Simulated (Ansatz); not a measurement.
## MgS, one cell by several methods

```xyz
2
Lattice="-0.0520 2.5756 2.5756 2.5756 -0.0520 2.5756 2.5756 2.5756 -0.0520" Properties=species:S:1:pos:R:3 pbc="T T T"
Mg    0.0000    0.0000    0.0000
S     2.5496    2.5496    2.5496
```

Atom numbers follow the list: Mg1, S2.

The geometry is COD entry 9008672, unchecked; take it as a test cell. The listed cell was then made from it by scaling, straining or moving an atom.

All numbers are computed: DFT, LDA, PAW with Ansatz's default frozen-core files, scalar-relativistic (Ansatz 0.2.0); DFT, LDA, all-electron PAW with datasets made for the crystal, scalar-relativistic (Ansatz 0.2.0); DFT, LDA, all-electron LAPW, scalar-relativistic (Ansatz 0.2.0).

For PAW: a Γ-centred 8×8×8 k mesh, Fermi–Dirac smearing of 0.01 eV, cutoff 420 eV, no spin polarisation; the PAW files were made with PBE, and the program remakes their frozen cores for this functional. The crystal-made all-electron datasets (AE datasets) take a cutoff of 200 eV at this cell. LAPW targets a basis error of 0.25 meV/atom. The Ansatz runs share mesh, smearing and spin set-up. Plane-wave (PAW) pressures include the program's estimate of the Pulay term.

Stress and pressure are positive in compression.

The change that made this cell: equal xy, yz and zx engineering shear strains of -2 %.

| quantity | PAW | AE datasets | LAPW |
| --- | --- | --- | --- |
| pressure (GPa) | -3.26 | -3.23 | -3.23 |
| stress yz (GPa) | 1.06 | 1.06 | 1.06 |
| stress xz (GPa) | 1.06 | 1.06 | 1.06 |
| stress xy (GPa) | 1.06 | 1.06 | 1.06 |
| band gap (eV) | 2.368 | 2.370 | 2.370 |
| field gradient Vzz at Mg1 (10²¹ V/m²) | 0.10 | 0.10 | – |
| field gradient Vzz at S2 (10²¹ V/m²) | -1.12 | -1.12 | – |

PAW's pressure differs from the LAPW value by -0.02 GPa.
